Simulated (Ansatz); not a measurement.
MgS:
```xyz
2
Lattice="0.0000 2.7968 2.7968 2.7968 0.0000 2.7968 2.7968 2.7968 0.0000" Properties=species:S:1:pos:R:3 pbc="T T T"
S      4.1953     4.1953     4.1953
Mg     0.0000     0.0000     0.0000
```

x, y and z are the axes in which the lattice vectors are written.

Q: Give the high-frequency dielectric tensor and the Born effective charge tensors of the independent atoms from DFPT, LDA (plane waves, PAW; program Ansatz).

A: 
ε∞:
```
4.19  0.00  0.00
0.00  4.19  0.00
0.00  0.00  4.19
```
Z* of atom 1 (S), rows: field, columns: displacement, in e:
```
-1.87   0.00   0.00
 0.00  -1.87   0.00
 0.00   0.00  -1.87
```
Z* of atom 2 (Mg), rows: field, columns: displacement, in e:
```
1.87  0.00  0.00
0.00  1.87  0.00
0.00  0.00  1.87
```

Space group F-43m (zinc blende). A made-up cell: these elements were put on the sites of a structure type; the Crystallography Open Database copy checked does not list it. COD files the formula under space group No. 225. Whether it is the stable phase at ambient conditions was not checked. The LDA relaxation kept the symmetry of its start; its stability against distortions is not shown here.

Potentials: the later of the program's two PAW sets.
